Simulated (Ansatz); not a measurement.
Sr₃RhN₃: what each run costs

Cell: 14 atoms, space group P6_3/m, a = 7.690 Å, b = 7.690 Å, c = 5.306 Å, α = 90.00°, β = 90.00°, γ = 120.00°.

All runs are DFT with Ansatz 0.2.0 on 1 thread of Intel Xeon Platinum 8375C CPU @ 2.90GHz (Ice Lake) (x86_64; 16 cores open to the job, memory cap 3.0 GiB, no GPU), a shared host.

Task: Rank the runs by wall time, shortest first.
A. single point, PBE, gradients read without the response of the cores, 420 eV, 5×5×6 k-points, smearing 0.05 eV
B. single point, r2SCAN, gradients read without the response of the cores, 500 eV, 5×5×6 k-points, smearing 0.05 eV
C. single point, PBE, gradients read without the response of the cores, 420 eV, 4×4×5 k-points, smearing 0.02 eV

Result: C (15 s, 0.65 GiB), A (23 s, 0.7 GiB), B (55 s, 1.3 GiB).
